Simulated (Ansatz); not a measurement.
CsI (CsCl type), conventional cell a = b = c = 4.508 Å, α = β = γ = 90.00°. The calculation uses the primitive cell of 2 atoms, to which meshes and values per cell refer.

This relaxed cell (volume V₀) is scaled evenly in all directions, its shape held. Symmetry pins the atoms to their sites.

The numbers are results of PBEsol (plane waves to 420 eV, PAW, scalar-relativistic; Ansatz, a first-principles code), not measurements. k mesh 7×7×7 (Γ-centred), Fermi-Dirac smearing 0.05 eV. The energy includes the smearing's −TS. CsI was relaxed with its symmetry unable to fall. Spin-orbit coupling is left out, though I is heavy. The zero of ΔE is the relaxed starting cell.

```tsv
V (Å³/atom)	ΔE (meV/atom)
43.057	7.3
43.744	4.0
44.431	1.7
45.118	0.4
45.805	0.0
46.492	0.4
47.179	1.6
47.866	3.5
48.553	5.9
```

Problem. What is the fitted pressure derivative B₀′?

Solution. 5.3.

Problem. What bulk modulus B₀ follows from a third-order Birch-Murnaghan fit?

Solution. 12.8 GPa.

(A scan under strain: stresses follow from slopes of the energy per volume, elastic moduli from its curvatures.)
